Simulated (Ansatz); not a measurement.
Sb: stiffness from a series of strains

```xyz
2
Lattice="2.1506 1.2416 3.7440 -2.1506 1.2416 3.7440 0.0000 -2.4833 3.7440" Properties=species:S:1:pos:R:3 pbc="T T T"
Sb    0.0000    0.0000    2.6242
Sb    0.0000    0.0000    8.6078
```

Atoms are numbered in the order listed.

Structure: COD 9009654, as refined from experiment and not relaxed.

Spin–orbit coupling is left out, though it moves levels of the heavy atoms by tenths of an eV or more.

These are results of DFT, LDA, all-electron LAPW, scalar-relativistic (Ansatz 0.2.0), not measurements.

The runs use a Γ-centred 12×12×12 k mesh, Fermi–Dirac smearing of 0.03 eV, basis error target 0.5 meV/atom, no spin polarisation.

The strain is applied along the Cartesian axes of the cell as listed (the other components stay zero). Fractional coordinates are held (clamped ions).

σ is the change of stress from the unstrained cell, which is at -0.82 GPa; tension is positive, so slopes are stress–strain coefficients at that pressure. In a metal the k mesh adds noise.

Only quantities that a quadratic follows smoothly over the whole series are listed; rougher ones are left out.

```tsv
εxx = εyy	σzz (GPa)	σxx (GPa)
-0.0200	-1.80	-3.13
0.0000	0.00	0.00
0.0100	0.71	1.38
0.0200	1.34	2.63
```

Question: Fit the series and read off the stiffness at zero strain.

Answer: Least-squares fits y = p0 + p1 x + p2 x² to the rows give σzz (GPa): p1 = 78.4, p2 = -560; σxx (GPa): p1 = 144, p2 = -630. So C13 + C23 = 78 GPa and C11 + C12 = 144 GPa, for these axes.

Question: One run, at εxx = εyy = -0.0100, is withheld. Predict its row.

Answer: The fits give -0.85, -1.50; the run gave -0.82, -1.51.
